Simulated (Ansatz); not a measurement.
**Calculated ¹⁴N nuclear quadrupole resonance for ZnPtC6N6**

Cell: an entry of the Crystallography Open Database (COD), ions relaxed with PBE at fixed cell.

Space group Fm-3m (No. 225); a = 10.5220 Å.

| site | Wyckoff | site symmetry | x | y | z |
| --- | --- | --- | --- | --- | --- |
| Zn | 4b | m-3m | 0.5000 | 0.5000 | 0.5000 |
| Pt | 4a | m-3m | 0.0000 | 0.0000 | 0.0000 |
| C | 24e | 4m.m | 0.5000 | 0.5000 | 0.1902 |
| N | 24e | 4m.m | 0.5000 | 0.5000 | 0.3001 |

One atom of each set is listed; the run and its k-mesh use a cell of 14 atoms with edges of 7.44, 7.44, 7.44 Å.

The numbers come from a DFT calculation in Ansatz (PBE, plane waves and PAW, scalar-relativistic, 420 eV cutoff, Γ-centred 6×6×6 k-points, Fermi–Dirac smearing 0.05 eV).

¹⁴N: I = 1, Q = 20.44 mb (year-2017 value). Static lattice, zero field.

**Question.** At which frequencies do the ¹⁴N NQR lines lie?

**Answer.** For I = 1 the lines are ν± = (3/4)|C_Q|(1 ± η/3) and ν₀ = |C_Q|η/2.

| site | atoms | V_zz (10²¹ V/m²) | C_Q (MHz) | η | line frequencies (MHz) |
| --- | --- | --- | --- | --- | --- |
| N | 6 | -5.82 | -2.88 | 0.00 | 2.16 |

An axis of threefold or higher order runs through N, so V_zz lies along it and η is zero.

The database entry as given showed forces above 3 eV/Å or a pressure above 30 GPa, though relaxing it moves no atom far.
